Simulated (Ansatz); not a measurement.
Generalised stacking fault of SrO (rock salt) on the {100} plane. The cell below holds the perfect crystal with the plane normal along z; tilting its third vector by the shift puts one fault into each cell, between planes 2.60 Å apart, at fixed cell height.

```
CELL_PARAMETERS angstrom
      3.67342     0.00000     0.00000
      0.00000     3.67342     0.00000
      1.83671     1.83671     7.79250
ATOMIC_POSITIONS crystal
  O  0.00000 0.00000 0.83333
  O  0.33333 0.33333 0.16667
  O  0.66667 0.66667 0.50000
  Sr 0.83333 0.83333 0.16667
  Sr 0.16667 0.16667 0.50000
  Sr 0.50000 0.50000 0.83333
```

In-plane vectors a = (3.673, 0.000) Å, b = (0.000, 3.673) Å, area 13.49 Å². The shift is s times the vector a (length 3.673 Å), so s = 1 restores the start. The shift is rigid: no atom relaxes. γ = [E(shift) − E(0)] / area.

Method: PBE (plane waves to 420 eV, PAW, scalar-relativistic; Ansatz, an electronic-structure program). k mesh 8×8×8 (Γ-centred), Fermi-Dirac smearing 0.05 eV. Energies are extrapolated to zero smearing. Faults lie only 7.8 Å apart, and holding the cell height and the atoms raises γ above its relaxed value. SrO was relaxed with its symmetry unable to fall. γ is measured from zero shift.

| s | γ (mJ/m²) |
|---|---|
| 0.000 | 0 |
| 0.083 | 92 |
| 0.167 | withheld |
| 0.250 | 697 |
| 0.333 | 1050 |
| 0.417 | 1308 |
| 0.500 | 1402 |
| 0.583 | 1308 |
| 0.667 | 1050 |
| 0.750 | 697 |
| 0.833 | withheld |
| 0.917 | 92 |

### Question
Fit a Fourier form (three harmonics of 1 − cos and sin) to the given rows and predict γ at s = 0.167.

### Answer
Least squares on the 10 given rows: γ = (702.0)·[1 − cos(2πs)], in mJ/m²; root-mean-square residual 3.0 mJ/m². At 0.167 the fit gives 351 mJ/m²; the calculation gives 346 mJ/m², so the interpolation is off by 5 (+1.4 %). 

(The slope of γ gives the shear force per area between the displaced halves; near zero shift its curvature is an elastic stiffness.)
